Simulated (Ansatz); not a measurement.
## SiW₃: rattling a relaxed structure

The structure comes from a generated guess, relaxed at this level; another structure or a mixture of phases may lie lower.

Level of theory: DFT PBE, scalar-relativistic, plane waves, PAW (Ansatz 0.2.0). Settings: cutoff 420 eV, Γ-centred mesh 14×14×14 on the computed 4-atom cell, Gaussian smearing of 0.10 eV; no spin polarisation.

The cell below (4 atoms, space group Fm-3m (No. 225)) is relaxed within its symmetry.

```yaml
crystal:
  lattice:
    - [0.00000, 3.12137, 3.12137]
    - [3.12137, 0.00000, 3.12137]
    - [3.12137, 3.12137, 0.00000]
  atoms:
    - { symbol: Si, position: [0.00000, 0.00000, 0.00000] }
    - { symbol: W, position: [0.75000, 0.75000, 0.75000] }
    - { symbol: W, position: [0.50000, 0.50000, 0.50000] }
    - { symbol: W, position: [0.25000, 0.25000, 0.25000] }
```

For the test a repeat of it with 8 atoms (edges 4.41, 4.41, 7.65 Å) was strained at random (σ = 1.5 % a component), the atoms were moved at random (σ = 0.15 Å), and all was relaxed again on a coarse 6×6×6 mesh (in the run’s order of axes) with 0.20 eV smearing, with no symmetry imposed.

Spin–orbit coupling, which can matter for W, is left out.

Q: What happens?

A: It returns, within 1 meV/atom of the unmoved cell on that mesh and with the same symmetry when read at 0.1 Å (C2/m at 0.01 Å, so small strains and shifts remain). No instability shows in this cell; modes of other wave vectors, which need another repeat, aren't tested.
